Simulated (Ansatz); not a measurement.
Consider the following.

Si₃W₅:
```
CELL_PARAMETERS angstrom
     -4.79823     4.79823     2.46445
      4.79823    -4.79823     2.46445
      4.79823     4.79823    -2.46445
ATOMIC_POSITIONS crystal
  Si 0.75000 0.75000 0.00000
  Si 0.25000 0.25000 0.00000
  Si 0.16804 0.33196 0.50000
  Si 0.83196 0.66804 0.50000
  Si 0.33196 0.83196 0.16391
  Si 0.66804 0.16804 0.83609
  W  0.77594 0.92470 0.70064
  W  0.22406 0.07530 0.29936
  W  0.92470 0.22406 0.14876
  W  0.07530 0.77594 0.85124
  W  0.72406 0.42470 0.14876
  W  0.27594 0.57530 0.85124
  W  0.57530 0.72406 0.29936
  W  0.42470 0.27594 0.70064
  W  0.75000 0.25000 0.50000
  W  0.25000 0.75000 0.50000
```

This is the PBEsol-relaxed structure.

Q: All from PBEsol (plane waves, PAW; program Ansatz), unless another level is named. Estimate the electronic character.

A: metallic (no gap).

Q: What about the density of states at the Fermi level?

A: 0.49 states/eV per atom (mean over ±0.08 eV).

Q: Give the formation energy from the elements (no fitted shifts).

A: -0.23 eV/atom.

Q: Give the gap with spin–orbit coupling.

A: none (metallic).

Space group I4/mcm. The first step of the workflow began from a Materials Project structure, measured or hypothetical; the Crystallography Open Database copy checked does not list it. Whether it is the stable phase at ambient conditions was not checked. The cell was relaxed with PBEsol under the symmetry of its start; whether a distortion lowers the energy is not shown. The run is not spin-polarised. The references are the lowest solids computed at this level, not always the standard phases. Spin–orbit coupling is left out wherever it is not named.

Potentials: the later of the program's two PAW sets.
